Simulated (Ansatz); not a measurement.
Ca2F:
```yaml
crystal:
  lattice:
    - [1.80200, 1.04039, 6.08715]
    - [-1.80200, 1.04039, 6.08715]
    - [0.00000, -2.08077, 6.08715]
  atoms:
    - { symbol: Ca, position: [0.75050, 0.75050, 0.75050] }
    - { symbol: Ca, position: [0.24950, 0.24950, 0.24950] }
    - { symbol: F, position: [0.00000, 0.00000, 0.00000] }
```

Relaxed with LDA. Special points in fractions of this cell's reciprocal vectors: Γ (0.000, 0.000, 0.000); T (0.500, 0.500, 0.500); H2 (0.814, 0.186, 0.500); H0 (0.500, -0.186, 0.186); L (0.500, 0.000, 0.000); S0 (0.343, -0.343, 0.000); S2 (0.657, 0.000, 0.343); F (0.500, 0.000, 0.500).

### Question
List the band energies nearest the Fermi level at these points for LDA (plane waves, PAW; program Ansatz).

### Answer
In eV from the Fermi level; about four levels below and three above (degenerate sets whole), none deeper than 8.9 eV; points with the same levels are listed once.

```json
[
 {"k": "Γ", "below": "-7.68 -7.68 -3.65 -0.36", "above": "1.17 1.83 2.07 2.07"},
 {"k": "T", "below": "-7.68 -7.68 -2.63 -1.76", "above": "1.06 1.51 2.19 2.19"},
 {"k": "H2", "below": "-8.12 -8.04 -7.82 -0.14", "above": "0.30 0.37 1.18"},
 {"k": "L", "below": "-7.84 -7.78 -0.44 -0.42", "above": "0.63 0.78 2.21"},
 {"k": "S0", "below": "-8.10 -8.06 -7.82 -0.14", "above": "0.34 0.39 1.16"},
 {"k": "F", "below": "-7.78 -0.48 -0.34 -0.17", "above": "1.79 2.06 2.68"}
]
```

Space group R-3m. The start of the workflow was typed in or built on a structure type; neither database checked (COD, Materials Project) lists it. Whether it is the stable phase at ambient conditions was not checked. Symmetry was held in the LDA relaxation. At this level the phase is dynamically unstable (imaginary phonons). With an odd number of electrons in the cell and no spin polarisation, the count alone makes it a metal.

Potentials: the earlier of the program's two PAW sets. The files were generated under PBE; for other functionals the program regenerates the frozen cores, and for LDA and PBEsol the local potential too.
